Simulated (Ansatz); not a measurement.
# What DFT gives for Mn2Ge

```
Mn Ge
1.0
     3.64579    0.00000    0.00000
     0.00000    3.64579    0.00000
     0.00000    0.00000    6.00394
Mn Ge
4 2
Direct
  0.00000 0.00000 0.00000
  0.50000 0.50000 0.00000
  0.00000 0.50000 0.33000
  0.50000 0.00000 0.67000
  0.00000 0.50000 0.73500
  0.50000 0.00000 0.26500
```

Method: r2SCAN, no spin polarisation; PAW, plane waves to 500 eV, 7×7×4 Γ-centred mesh, fermi-dirac occupations (width 0.0101 eV) (Ansatz 0.2.0), atoms fixed.

Is the cell too large or too small?

The pressure is -14.6 GPa (compression positive), so with the atoms held at these fractions the cell would first shrink; the forces are large, so a full relaxation may end otherwise. The principal stresses -16.6, -16.6, -10.7 GPa differ, so its shape would change too.

Is it stable against the elements?

0.47 eV an atom against the elements' usual phases (free molecules for gases, crystals otherwise, with no correction for O₂ or N₂), so at this geometry it isn't bound against them. Relaxing would lower it.

How is the charge shared?

Bader charges in e: Mn +0.18 to +0.41, Ge -0.59. In the mean Mn gives up most and Ge takes most.

Where is the largest force?

The largest is on Ge5 (and as large on other atoms): 1.53 eV/Å, components (0.00, 0.00, -1.53). It makes 131° with the line to a nearest neighbour, Mn1 at 2.42 Å.

What happens at the Fermi level?

It is a metal, with about 9.9 states/eV a cell as the mean within 0.25 eV of the Fermi level, mostly Mn d (96 %).

Origin: a known structure type with other elements, at an estimated volume, so it need not be a known compound. Caveats: no spin polarisation, so a magnetic state may lie lower; atoms or cell far from equilibrium.
